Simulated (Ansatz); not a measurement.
An Ansatz (a quantum-chemistry and plane-wave program) run. Input:

Ansatz 0.2 input:
```yaml
crystal:
  lattice:
    - [2.4491580038, 1.4140220328, 4.1709748439]
    - [-2.4491580038, 1.4140220328, 4.1709748439]
    - [0.0, -2.8280440655, 4.1709748439]
  atoms:
    - { symbol: B, position: [0.0098689299, 0.654410356, 0.0098689299] }
    - { symbol: B, position: [0.9901310701, 0.345589644, 0.9901310701] }
    - { symbol: B, position: [0.0098689299, 0.0098689299, 0.654410356] }
    - { symbol: B, position: [0.9901310701, 0.9901310701, 0.345589644] }
    - { symbol: B, position: [0.654410356, 0.0098689299, 0.0098689299] }
    - { symbol: B, position: [0.345589644, 0.9901310701, 0.9901310701] }
    - { symbol: B, position: [0.2205116637, 0.6317495534, 0.2205116637] }
    - { symbol: B, position: [0.7794883363, 0.3682504466, 0.7794883363] }
    - { symbol: B, position: [0.2205116637, 0.2205116637, 0.6317495534] }
    - { symbol: B, position: [0.7794883363, 0.7794883363, 0.3682504466] }
    - { symbol: B, position: [0.6317495534, 0.2205116637, 0.2205116637] }
    - { symbol: B, position: [0.3682504466, 0.7794883363, 0.7794883363] }
kpoints:
  mp_grid: { grid: [6, 6, 6] }
hamiltonian:
  xc: r2scan
  pseudopotentials: { azcp: { folder: ./paw }, kind: paw }
scf:
  occupations: { method: fixed }
output:
  optics: { e_range: [0.0, 15.0], de: 0.05, sigma: 0.1, bands: { spectra_wanted_up_to: 12 eV } }
```

Output (shortened):

```
output.optics: the spectra are integrated over the Brillouin zone by k·p interpolation around the k-points, where levels, occupations, output.optics.sigma and …
Pseudopotential: B, paw, valence charge 3
Functional definition: r2SCAN
Crystal: 12 atoms, lattice volume = 86.669 Å³
Basis set: ecut = 500 eV, 2193 PW (Γ), exchange–correlation on 160×160×160 points (64 copies of the dense FFT grid, shifted against one another)
Bands: 30, of which v1, the nominal top of the filled ones, is band 18 counted from 1 (17 counted from 0)
Symmetry: 12 space group operations
Space group: R-3m (ITA 166), of the structure as read, at distance tolerance 4.4e-5 Å
k-points: 32 of 216
SCF iter   1: F=—  HF=-1881.218648 eV  |F-HF|=—  |Δ(HF+E_count)|=         —  Δρ=9.14e-2  dr2=1.10e1  dr2_τ=2.02e0  ethr=3.10e-3  ⟨swp⟩=4.5  Hψ=4534  notcnv=0  defer=293
preconditioner: auto → none
SCF iter   2: F=—  HF=-1878.696234 eV  |F-HF|=—  |Δ(HF+E_count)|=    2.52e0  Δρ=3.61e-2  dr2=1.12e0  dr2_τ=4.76e-2  ethr=3.10e-3  ⟨swp⟩=3.0  Hψ=2070  notcnv=0  defer=299
SCF iter   3: F=—  HF=-1878.654713 eV  |F-HF|=—  |Δ(HF+E_count)|=   4.15e-2  Δρ=1.60e-2  dr2=2.01e-1  dr2_τ=8.77e-3  ethr=3.10e-3  ⟨swp⟩=2.9  Hψ=1609  notcnv=0  defer=302
SCF iter   4: F=—  HF=-1878.652478 eV  |F-HF|=—  |Δ(HF+E_count)|=   2.23e-3  Δρ=3.31e-3  dr2=1.66e-2  dr2_τ=9.11e-4  ethr=5.60e-4  ⟨swp⟩=2.1  Hψ=1253  notcnv=0  defer=315
SCF iter   5: F=—  HF=-1878.649131 eV  |F-HF|=—  |Δ(HF+E_count)|=   3.35e-3  Δρ=9.02e-4  dr2=3.85e-4  dr2_τ=1.73e-5  ethr=4.61e-5  ⟨swp⟩=2.2  Hψ=1523  notcnv=0  defer=316
SCF iter   6: F=—  HF=-1878.649306 eV  |F-HF|=—  |Δ(HF+E_count)|=   1.75e-4  Δρ=1.35e-4  dr2=6.16e-6  dr2_τ=5.11e-7  ethr=1.07e-6  ⟨swp⟩=2.1  Hψ=1449  notcnv=0  defer=316
SCF iter   7: F=—  HF=-1878.649315 eV  |F-HF|=—  |Δ(HF+E_count)|=   8.79e-6  Δρ=1.82e-5  dr2=9.39e-8  dr2_τ=4.65e-9  ethr=1.71e-8  ⟨swp⟩=2.0  Hψ=1263  notcnv=0  defer=302
SCF iter   8: F=—  HF=-1878.649315 eV  |F-HF|=—  |Δ(HF+E_count)|=   2.13e-7  Δρ=2.30e-6  dr2=1.52e-9  dr2_τ=1.29e-10  ethr=2.61e-10  ⟨swp⟩=2.0  Hψ=1400  notcnv=0  defer=285
SCF iter   9: F=-1878.649315 eV  HF=-1878.649315 eV  |F-HF|=1.23e-11  |Δ(HF+E_count)|=   3.23e-9  Δρ=1.23e-7  dr2=7.50e-12  dr2_τ=4.33e-13  ethr=1.00e-12  ⟨swp⟩=10.3  Hψ=5925  notcnv=0
SCF 1 converged in 9 iterations: F = -1878.649315 eV  dr2 = 7.50e-12
NSCF: frozen V_eff on 32 k-points
Optics k sum: 0 of 32 k-points
Optics k sum: 2 of 32 k-points
Optics k sum: 4 of 32 k-points
Optics k sum: 5 of 32 k-points
Optics k sum: 7 of 32 k-points
Optics k sum: 8 of 32 k-points
Optics k sum: 10 of 32 k-points
Optics k sum: 12 of 32 k-points
Optics k sum: 13 of 32 k-points
Optics k sum: 15 of 32 k-points
Optics k sum: 16 of 32 k-points
Optics k sum: 18 of 32 k-points
Optics k sum: 20 of 32 k-points
Optics k sum: 21 of 32 k-points
Optics k sum: 23 of 32 k-points
Optics k sum: 24 of 32 k-points
Optics k sum: 26 of 32 k-points
Optics k sum: 28 of 32 k-points
Optics k sum: 29 of 32 k-points
Optics k sum: 31 of 32 k-points
Optics k sum: 32 of 32 k-points
Optics k sum: 0 of 32 k-points
Optics k sum: 2 of 32 k-points
Optics k sum: 4 of 32 k-points
Optics k sum: 5 of 32 k-points
Optics k sum: 7 of 32 k-points
Optics k sum: 8 of 32 k-points
Optics k sum: 10 of 32 k-points
Optics k sum: 12 of 32 k-points
Optics k sum: 13 of 32 k-points
Optics k sum: 15 of 32 k-points
Optics k sum: 16 of 32 k-points
Optics k sum: 18 of 32 k-points
Optics k sum: 20 of 32 k-points
Optics k sum: 21 of 32 k-points
Optics k sum: 23 of 32 k-points
Optics k sum: 24 of 32 k-points
Optics k sum: 26 of 32 k-points
Optics k sum: 28 of 32 k-points
Optics k sum: 29 of 32 k-points
Optics k sum: 31 of 32 k-points
Optics k sum: 32 of 32 k-points
NSCF: frozen V_eff on 1 k-points
NSCF: frozen V_eff on 1 k-points
NSCF: frozen V_eff on 1 k-points
output.optics: what the bands over the 42 summed would add to eps1, eps2 and the energy-loss function is held between a lower and an upper bound (9 Lanczos …
SCF converged after 9 iterations
Free energy (F): -1878.649315 eV
Harris-Foulkes:  -1878.649315 eV  (|F-HF|=1.23e-11)
Internal energy: -1878.649315 eV  (E = F + TS)
E sigma→0 (E₀):  -1878.649315 eV
Fermi energy:    9.070019 eV
--- Per-component energies (eV) ---
  E_band       = 78.628992
  E_kinetic    = 601.048205
  E_local      = -328.647017  (includes V_loc(G=0)·N_el)
  E_nonlocal   = 91.907270
  E_hartree    = 112.850582
  E_xc         = -385.585567
  E_vxc        = -502.810078  (∫ρ·V_xc dr)
  E_paw        = -955.870600  (= ΣΔE_a)
  E_vpaw       = -32.363113  (= ΣTr[D̂ρ^β])
  E_aug_tail   = 0.000006  (compensation charges beyond the density's cutoff)
  E_vtau       = 23.792555  (kinetic-family band-sum trace: ∫τ·v_τ [+ j·A + Jᵃ·Aᵃ] dr)
  E_ewald      = -1014.130888
  E_core_change = -0.221307  (= ΣΔE_core)
  E_smearing   =  0.000000  (= −TS)
  E_closure    = 0.000000  (closes the sum)
  Σ components = -1878.649315   (vs F -1878.649315, Δ=0.00e0)
  [band-id]    e_kinetic+e_local+e_nonlocal+2·e_hartree+e_vxc+e_vpaw+e_augmentation_tail+e_vtau = 78.628993   (vs E_band 78.628992, Δ=7.99e-7)
--- Band table (eV; the first three rows and the last of 32) ---
  k-point 0: bands = ["-8.1108", "-2.0753", "-1.8146", "-1.8146", "-0.5187", "0.0953", "0.0953", "0.4064", "2.1877", "2.1877", "2.2753", "3.2872", "4.4353", "4.4353", "7.6786", "8.1530", "8.1530", "8.6869", "10.7422", "13.9765", "13.9765", "14.1831", …
  k-point 1: bands = ["-7.9461", "-2.9715", "-2.1704", "-2.0570", "-0.3738", "0.2320", "0.6545", "1.0628", "1.7515", "1.7763", "3.2209", "3.7892", "4.6010", "5.1712", "7.2679", "7.6459", "7.7794", "8.3317", "11.0136", "12.8588", "13.3579", "14.8066", …
  k-point 2: bands = ["-7.5091", "-4.3732", "-2.3753", "-2.3202", "-0.8063", "0.2488", "1.1154", "2.0182", "2.0789", "2.6257", "3.3903", "5.0242", "5.3880", "5.7020", "6.3506", "6.5832", "6.9301", "8.3853", "11.3447", "13.0592", "13.2611", "13.7556", …
  k-point 31: bands = ["-7.5046", "-4.4463", "-2.0048", "-2.0048", "-1.1585", "-0.1639", "-0.1639", "2.2602", "2.9622", "2.9622", "4.0503", "4.7753", "5.4334", "5.4334", "5.9853", "7.1468", "7.1468", "9.0700", "11.9588", "12.0800", "12.0800", "14.3881", …
```

Cost: around 2.9 core-minutes (rough) on shared cores.

Symmetry was held in the r²SCAN relaxation; phonons on a q-mesh show no instability.

Potentials: the earlier of the program's two PAW sets.

Ansatz is a plane-wave DFT program.
